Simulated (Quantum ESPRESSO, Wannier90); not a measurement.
# Tight-binding from DFT: PbSe (Cmcm)

```
CELL_PARAMETERS angstrom
      4.30975     0.00000     0.00000
      0.00000     0.00000    -4.45049
     -2.15488     6.13394     0.00000
ATOMIC_POSITIONS crystal
  Pb 0.36824 0.25000 0.73648
  Pb 0.63176 0.75000 0.26352
  Se 0.13871 0.25000 0.27742
  Se 0.86129 0.75000 0.72258
```

Cell from Materials Project (mp-1063670), symmetrised, no further relaxation. Not found in the COD (Crystallography Open Database) copy used, which has the formula in other groups; not checked further. Method: PBEsol plane waves in Quantum ESPRESSO 7.5 (PseudoDojo norm-conserving files, 69 Ry, no spin polarisation, no spin-orbit coupling), Bloch states on a 6×6×6 mesh through Γ, Wannier90 4.0.1. Density: 8×8×8 mesh, Gaussian smearing 0.01 Ry. Spin-orbit coupling is left out although heavy elements are present.

Base run: 16 functions from bands 21-46 of the 46 computed, start hydrogen-like Pb: s;p; Se: s;p, centres 0.05 Å off the atoms, frozen window up to 2.29 eV relative to the valence-band maximum, outer window open. One thing is changed at a time; window edges are relative to the valence-band maximum. The misfit compares interpolated bands with pw.x on a high-symmetry path, for states up to 1.8 eV relative to the valence-band maximum. Converged means that the tolerances were met: symmetric starts can stop on a saddle, which shows as a larger Ω_OD at equal Ω_I and can move the misfit too.

```json
[
 {"setting": "base", "functions": "16", "frozen to (eV)": "2.29", "Ω_I (Å²)": "24.18", "Ω_D (Å²)": "0.00", "Ω_OD (Å²)": "4.93", "rms misfit (meV)": "3.4", "worst (meV)": "33", "ended": "converged"},
 {"setting": "frozen window to 6.29 eV", "functions": "16", "frozen to (eV)": "6.29", "Ω_I (Å²)": "–", "Ω_D (Å²)": "–", "Ω_OD (Å²)": "–", "rms misfit (meV)": "–", "worst (meV)": "–", "ended": "stops: too many frozen states"},
 {"setting": "frozen window to 0.29 eV", "functions": "16", "frozen to (eV)": "0.29", "Ω_I (Å²)": "23.27", "Ω_D (Å²)": "0.00", "Ω_OD (Å²)": "4.88", "rms misfit (meV)": "46", "worst (meV)": "321", "ended": "converged"},
 {"setting": "frozen window to 1.29 eV", "functions": "16", "frozen to (eV)": "1.29", "Ω_I (Å²)": "23.45", "Ω_D (Å²)": "0.00", "Ω_OD (Å²)": "4.91", "rms misfit (meV)": "27", "worst (meV)": "205", "ended": "converged"},
 {"setting": "frozen window to 6.34 eV", "functions": "16", "frozen to (eV)": "6.34", "Ω_I (Å²)": "–", "Ω_D (Å²)": "–", "Ω_OD (Å²)": "–", "rms misfit (meV)": "–", "worst (meV)": "–", "ended": "stops: too many frozen states"},
 {"setting": "outer window to 7.98 eV", "functions": "16", "frozen to (eV)": "2.29", "Ω_I (Å²)": "27.93", "Ω_D (Å²)": "0.02", "Ω_OD (Å²)": "5.23", "rms misfit (meV)": "2.2", "worst (meV)": "22", "ended": "converged"},
 {"setting": "outer window to 6.28 eV", "functions": "16", "frozen to (eV)": "2.29", "Ω_I (Å²)": "33.99", "Ω_D (Å²)": "0.13", "Ω_OD (Å²)": "6.56", "rms misfit (meV)": "5.0", "worst (meV)": "50", "ended": "converged"}
]
```

Runs of this sweep that didn't settle are not listed.
